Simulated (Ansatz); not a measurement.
GaN:
```yaml
crystal:
  lattice:
    - [3.17476, 0.00000, 0.00000]
    - [-1.58738, 2.74942, 0.00000]
    - [0.00000, 0.00000, 7.52309]
  atoms:
    - { symbol: Ga, position: [0.66667, 0.33333, 0.25000] }
    - { symbol: Ga, position: [0.33333, 0.66667, 0.75000] }
    - { symbol: N, position: [0.00000, 0.00000, 0.75000] }
    - { symbol: N, position: [0.00000, 0.00000, 0.25000] }
```

Relaxed with r²SCAN+D4.

Task: Give the Bader charges and basin volumes of the independent atoms, r²SCAN+D4 in the plane-wave PAW code Ansatz.

Result: 

| atom | Bader charge (e) | Bader volume (Å³) |
|---|---|---|
| Ga1 | +1.61 | 13.6 |
| N3 | -1.61 | 19.3 |

Space group P6_3/mmc. The first step of the workflow began from a Materials Project structure, measured or hypothetical; the Crystallography Open Database copy checked does not list it. It is not the phase usual at ambient conditions (space group No. 186, 216). The r²SCAN+D4 relaxation kept the symmetry of its start; phonons show weakly imaginary modes.

Potentials: the earlier of the program's two PAW sets. The files were generated under PBE; for other functionals the program regenerates the frozen cores, and for LDA and PBEsol the local potential too.
